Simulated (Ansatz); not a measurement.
ScAlN2:
```xyz
4
Lattice="3.3227 0.0000 0.0000 -1.6613 2.8775 0.0000 0.0000 0.0000 5.1689" Properties=species:S:1:pos:R:3 pbc="T T T"
Sc     0.0000     1.9184     5.1212
N      0.0000     1.9184     2.1104
Al     1.6613     0.9592     2.6052
N      1.6613     0.9592     4.4809
```

Relaxed with r²SCAN. Special points in fractions of this cell's reciprocal vectors: Γ (0.000, 0.000, 0.000); M (0.500, 0.000, 0.000); K (0.333, 0.333, 0.000); A (0.000, 0.000, 0.500); L (0.500, 0.000, 0.500); H (0.333, 0.333, 0.500).

Question: List the band energies nearest the valence-band maximum at these points for plane-wave PAW r²SCAN (Ansatz code).

Answer: In eV from the valence-band maximum; about four levels below and three above (degenerate sets whole), none deeper than 8.9 eV; points with the same levels are listed once.

```json
[
 {"k": "Γ", "below": "-1.54 -1.54 -0.65 -0.65 -0.35", "above": "3.78 5.52 5.52"},
 {"k": "M", "below": "-1.96 -1.55 -0.56 -0.27", "above": "4.11 5.41 6.09 6.09"},
 {"k": "K", "below": "-2.13 -1.46 -1.39 -0.07", "above": "3.65 5.65 5.73"},
 {"k": "A", "below": "-1.60 -1.60 -1.43 -0.63 -0.63", "above": "5.41 5.86 5.86"},
 {"k": "L", "below": "-1.82 -1.73 -0.28 -0.24", "above": "4.24 5.32 6.15"},
 {"k": "H", "below": "-2.18 -1.26 -0.86 0.00", "above": "3.60 5.09 6.30"}
]
```

Space group P3m1. The start of the workflow was typed in or built on a structure type; neither database checked (COD, Materials Project) lists it. Its standing as an ambient phase is unchecked. The r²SCAN relaxation kept the symmetry of its start; whether a distortion lowers the energy is not shown. No spin polarisation was allowed.

Potentials: the earlier of the program's two PAW sets.
